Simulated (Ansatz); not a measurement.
Interlayer sliding in a free bilayer taken from bulk C (space group R-3m): the upper half of the atoms below is shifted in the plane.

```
CELL_PARAMETERS angstrom
      2.45522     0.00000     0.00000
      1.22761     2.12628     0.00000
      0.00000     0.00000    18.34222
ATOMIC_POSITIONS crystal
  C  0.16667 0.16667 0.40889
  C  0.83333 0.83333 0.40890
  C  0.83333 0.83333 0.59110
  C  0.50000 0.50000 0.59111
```

In-plane vectors a = (2.455, 0.000) Å, b = (1.228, 2.126) Å, area 5.22 Å². The shift is s times the vector a + b (length 4.253 Å), so s = 1 restores the start. Atoms relax along the normal only. γ = [E(shift) − E(0)] / area.

Computed with r2SCAN+rVV10 (plane waves to 500 eV, PAW, scalar-relativistic; Ansatz, a program for electronic structure). k mesh 15×15×1 (Γ-centred), Fermi-Dirac smearing 0.05 eV. Energies are extrapolated to zero smearing. C was relaxed with its symmetry unable to fall. This is one of several known forms of C; the measured ambient cells at hand have space group No. 194 or 225 or 227. γ is measured from zero shift.

```csv
s,γ (mJ/m²)
0.000,0.0
0.083,6.3
0.167,24.6
0.250,withheld
0.333,52.4
0.417,withheld
0.500,24.6
0.583,6.3
0.667,0.0
0.750,3.3
0.833,6.7
0.917,3.2
```

Task: Fit a Fourier form (three harmonics of 1 − cos and sin) to the given rows and predict γ at s = 0.417.

Result: Least squares on the 10 given rows: γ = (11.72)·[1 − cos(2πs)] + (20.34)·sin(2πs) + (5.72)·[1 − cos(4πs)] + (-9.99)·sin(4πs) + (0.54)·[1 − cos(6πs)], in mJ/m²; root-mean-square residual 0.13 mJ/m². At 0.417 the fit gives 44.1 mJ/m²; the calculation gives 44.5 mJ/m², so the interpolation is off by -0.4 (-0.9 %). 

(The slope of γ gives the shear force per area between the displaced halves; near zero shift its curvature is an elastic stiffness.)
